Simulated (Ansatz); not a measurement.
A distorted cell of BN (wurtzite):

```xyz
8
Lattice="5.0867 0.0000 0.0000 -1.2717 2.2026 0.0000 2.5433 0.0000 4.2069" Properties=species:S:1:pos:R:3 pbc="T T T"
B      6.3795     0.7464     4.1747
B      3.7938     0.7220     4.2382
B      5.0085     1.4233     2.2100
B      2.6215     1.5135     1.9960
N      1.2173     0.7028     2.6763
N      3.8693     0.7656     2.5847
N     -0.0377     1.4466     0.4375
N      2.5810     1.4901     0.6167
```

Computed with r2SCAN (plane waves to 500 eV, PAW, scalar-relativistic; Ansatz, a quantum-chemistry and plane-wave program). k mesh 15×15×15 (Γ-centred), Fermi-Dirac smearing 0.05 eV. Compression counts positive. BN was relaxed with its symmetry unable to fall. The PAW data are Ansatz's earlier set.

**Question.** Predict the force on every atom, in eV/Å.

**Answer.** 
```
atom      Fx      Fy      Fz
----  ------  ------  ------
B1    -0.890  -0.514   1.092
B2     0.397   0.229  -0.778
B3     4.510   2.604  -2.514
B4    -1.261  -0.728   5.314
N5     1.066   0.616  -1.691
N6    -4.309  -2.488   2.131
N7     1.915   1.106   2.397
N8    -1.426  -0.823  -5.950
```

**Question.** Give the stress tensor in GPa and the pressure.

**Answer.** 
```
   14.0      7.8     -1.5
    7.8      4.9     -0.9
   -1.5     -0.9     19.3
```
The pressure, a third of the trace, is 12.7 GPa.

(For displaced atoms, the force is minus the slope of the energy, and its curvature is a force constant, which sets phonon frequencies.)
